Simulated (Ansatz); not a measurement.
HfTeSe:
```cif
data_HfSeTe
_chemical_formula_sum 'Hf1 Te1 Se1'
_space_group_name_H-M_alt 'P3m1'
_space_group_IT_number 156
_space_group_name_Hall 'P 3 -2"'
_cell_length_a 3.87960
_cell_length_b 3.87960
_cell_length_c 6.59874
_cell_angle_alpha 90.000
_cell_angle_beta 90.000
_cell_angle_gamma 120.000
loop_
_atom_site_label
_atom_site_type_symbol
_atom_site_symmetry_multiplicity
_atom_site_Wyckoff_symbol
_atom_site_fract_x
_atom_site_fract_y
_atom_site_fract_z
_atom_site_occupancy
Hf1 Hf 1 a 0.00000 0.00000 0.98162 1
Te1 Te 1 c 0.66667 0.33333 0.25763 1
Se1 Se 1 b 0.33333 0.66667 0.76076 1
```

Relaxed with r²SCAN+D4. DFT-r²SCAN+D4 in the program Ansatz with PAW potentials gives a gap of 0.12 eV.

### Question
What gap does HSE06 give on the same cell (Ansatz, PAW)?

### Answer
0.38 eV, 0.25 eV more. The hybrid was solved on a coarser mesh and at special points; the gap given is the minimum over both.

```csv
k,v1 r²SCAN+D4,c1 r²SCAN+D4,v1 HSE06,c1 HSE06
Γ,0.00,0.98,[?],[?]
A,-0.14,0.96,[?],[?]
K,-2.60,1.63,[?],[?]
H,-2.41,1.70,[?],[?]
M,-1.57,0.28,-1.69,0.53
L,-1.37,0.12,-1.49,0.38
```

### Question
Top valence (v1) and lowest conduction level (c1) in eV from each method's valence maximum (which need not be a listed point): supply the withheld HSE06 values.

### Answer

- H, v1 HSE06: -2.59
- H, c1 HSE06: 2.11
- A, v1 HSE06: -0.15
- A, c1 HSE06: 1.32
- Γ, v1 HSE06: 0.00
- Γ, c1 HSE06: 1.35
- K, v1 HSE06: -2.82
- K, c1 HSE06: 2.01

Cost on shared cores: the r²SCAN+D4 run (SCF on a 8×8×4 mesh, then bands and DOS) about 70 core-seconds (a rough figure), the HSE06 run (SCF on 6×6×3, then a few points) around 4 core-minutes (rough); the tasks are unlike.

The workflow started from a Materials Project entry (that database holds measured and hypothetical structures alike); the Crystallography Open Database copy checked does not list it. Whether it is the stable phase at ambient conditions was not checked. The cell was relaxed with r²SCAN+D4 under the symmetry of its start; whether a distortion lowers the energy is not shown. No spin polarisation was allowed. Spin–orbit coupling is left out wherever it is not named.

Potentials: the later of the program's two PAW sets.
